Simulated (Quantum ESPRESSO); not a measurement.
```
TiO2
1.0
   -1.89127     1.89127     4.80751
    1.89127    -1.89127     4.80751
    1.89127     1.89127    -4.80751
Ti O
2 4
Cartesian
  0.00000   0.00000   0.00000
  0.00000   1.89127   2.40375
  0.00000   1.89127   4.39551
  0.00000   0.00000   1.99175
  0.00000   0.00000   7.62327
  0.00000   1.89127   0.41200
```
Geometry: a computed entry of the Materials Project; it was not checked against measured cells. It is TiO2 in I4₁/amd. Stability against distortions was not tested. The run has no spin polarisation.

A lattice sum over point charges, one formal value an element (Ti +4, O -2), with no Sternheimer factor, costs far less than a self-consistent run. Taken along the main axis of each site's self-consistent tensor, it gives:

| site | V along that axis, point charges (a.u.) |
|---|---|
| Ti (atoms 1, 2) | 0.022 |
| O (atoms 3, 4, 5, 6) | 0.184 |

Question: How do the values of the PAW reconstruction of the field gradient on a scalar-relativistic PBE ground state (a modified build of Quantum ESPRESSO, JTH datasets) compare?

Answer: 
```tsv
site	Vzz, PAW (a.u.)	PAW over point charges
Ti	0.131	6.1
O	0.179	1.0
```
  Cores are frozen. Against all-electron runs on small test molecules, this scheme's |Vzz| missed by −2 to +6 % on O. Ti had no test against all-electron runs.
